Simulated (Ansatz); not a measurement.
Computed properties of SrP

SrP:
```yaml
crystal:
  lattice:
    - [8.07680, 0.00000, 0.00000]
    - [-4.03840, 6.99472, 0.00000]
    - [0.00000, 0.00000, 6.05115]
  atoms:
    - { symbol: Sr, position: [0.00000, 0.64021, 0.50000] }
    - { symbol: Sr, position: [0.64021, 0.00000, 0.50000] }
    - { symbol: Sr, position: [0.35979, 0.35979, 0.50000] }
    - { symbol: Sr, position: [0.00000, 0.30515, 0.00000] }
    - { symbol: Sr, position: [0.30515, 0.00000, 0.00000] }
    - { symbol: Sr, position: [0.69485, 0.69485, 0.00000] }
    - { symbol: P, position: [0.66667, 0.33333, 0.19120] }
    - { symbol: P, position: [0.66667, 0.33333, 0.80880] }
    - { symbol: P, position: [0.33333, 0.66667, 0.19120] }
    - { symbol: P, position: [0.33333, 0.66667, 0.80880] }
    - { symbol: P, position: [0.00000, 0.00000, 0.68620] }
    - { symbol: P, position: [0.00000, 0.00000, 0.31380] }
```

Space group P-62m (No. 189); conventional cell a = 8.0768 Å, b = 8.0768 Å, c = 6.0511 Å, α = 90.00°, β = 90.00°, γ = 120.00°.

Method: the program Ansatz at the r²SCAN level (PAW). The cell and atoms are relaxed at this level. Other levels are named where they apply.

**Cell and energy**

```yaml
volume_per_atom: 28.49 Å³
density: 3.46 g/cm³
Formation energy from the elements (no fitted shifts): -1.26 eV/atom
```

**Electronic structure**

```yaml
band_gap: 0.75 eV (indirect)
valence_band_maximum: at Γ
conduction_band_minimum: at A
smallest_direct_gap_on_the_standard_path: 1.41 eV
electron_effective_mass: 0.14, 0.90, 0.90 mₑ (principal values)
Electron effective mass with spin–orbit coupling: 0.14, 0.90, 0.90 mₑ (principal values)
Hole effective mass, band 1 of 2 at the edge: 0.85 along x, 0.41 along z (mₑ)
Hole effective mass, band 2 of 2 at the edge: 0.78 along x, 0.41 along z (mₑ)
Hole effective mass with spin–orbit coupling: 0.40, 0.80, 0.80 mₑ (principal values)
HSE06 gap on the r²SCAN cell: 1.13 eV
Gap with spin–orbit coupling: 0.74 eV
```

**Mechanics**

```yaml
Bulk modulus (Birch–Murnaghan fit): 47.7 GPa
Pressure derivative B′: 4.4
```

**Charges**

```yaml
bader_charges: Sr +1.40 to +1.43, P -1.42 to -1.41 e
```

The first step of the workflow began from a Materials Project structure, measured or hypothetical; the Crystallography Open Database files this formula in space group No. 189, but the cells were not matched. Whether it is the stable phase at ambient conditions was not checked. The cell was relaxed with r²SCAN under the symmetry of its start; its stability against distortions is not shown here. The references are the lowest solids computed at this level, not always the standard phases. Scalar-relativistic: spin–orbit coupling is off unless named, which matters more the heavier the elements.

Potentials: the later of the program's two PAW sets.
